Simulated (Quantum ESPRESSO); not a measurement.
# Band energies of CaHg

```
CELL_PARAMETERS angstrom
      3.75465     0.00000     0.00000
      0.00000     3.75465     0.00000
      0.00000     0.00000     3.75465
ATOMIC_POSITIONS crystal
  Ca 0.00000 0.00000 0.00000
  Hg 0.50000 0.50000 0.50000
```

PBEsol (Quantum ESPRESSO, PseudoDojo norm-conserving, 68 Ry, no spin-orbit coupling); path ΓXMΓRX,MR; energies in eV from the Fermi level.

```csv
k (1/Å),point,band 11,band 12,band 13,band 14,band 15,band 16,band 17,band 18
0.00,Γ,-7.36,-6.98,-6.98,-6.98,1.76,1.76,4.42,4.42
0.48,,-7.06,-7.06,-6.95,-6.30,-0.60,1.71,2.69,2.69
0.84,X,-7.11,-7.11,-6.94,-4.90,-2.82,1.68,2.27,2.27
1.05,,-7.14,-7.12,-6.97,-4.83,-2.57,1.80,1.96,2.44
1.57,,-7.16,-7.16,-6.69,-4.03,-0.64,-0.33,1.75,3.67
1.67,M,-7.16,-7.16,-6.68,-3.95,-0.48,-0.48,1.65,3.75
2.10,,-7.11,-7.07,-6.94,-5.14,-0.38,0.13,2.27,3.09
2.53,,-7.07,-7.01,-6.98,-6.86,1.31,1.38,2.60,3.24
2.86,Γ,-7.36,-6.98,-6.98,-6.98,1.76,1.76,4.42,4.42
3.06,,-7.18,-6.99,-6.99,-6.97,1.62,1.62,3.05,3.88
3.58,,-7.15,-7.09,-7.09,-5.35,0.67,0.67,1.28,3.05
4.10,,-7.30,-6.71,-6.71,-2.71,-0.57,-0.57,0.33,4.25
4.31,R,-7.32,-6.66,-6.66,-1.81,-0.72,-0.72,-0.72,5.05
4.50,,-7.30,-6.73,-6.69,-2.64,-0.70,-0.53,0.32,4.16
5.00,,-7.16,-7.10,-6.96,-4.47,-1.67,1.11,2.38,2.78
5.49,X,-7.11,-7.11,-6.94,-4.90,-2.82,1.68,2.27,2.27
5.49,M,-7.16,-7.16,-6.68,-3.95,-0.48,-0.48,1.65,3.75
5.86,,-7.23,-7.05,-6.67,-3.54,-0.57,-0.57,2.43,2.90
6.33,R,-7.32,-6.66,-6.66,-1.81,-0.72,-0.72,-0.72,5.05
```

A metal at this level: along this path bands 15, 16, 17 cross the Fermi level.

Spin-orbit coupling is left out; for elements this heavy it splits bands near the Fermi level.

Geometry of the Materials Project entry, not relaxed at this level.

The structure is a Materials Project entry; no match was found in the copy of COD used, and its stability was not checked.
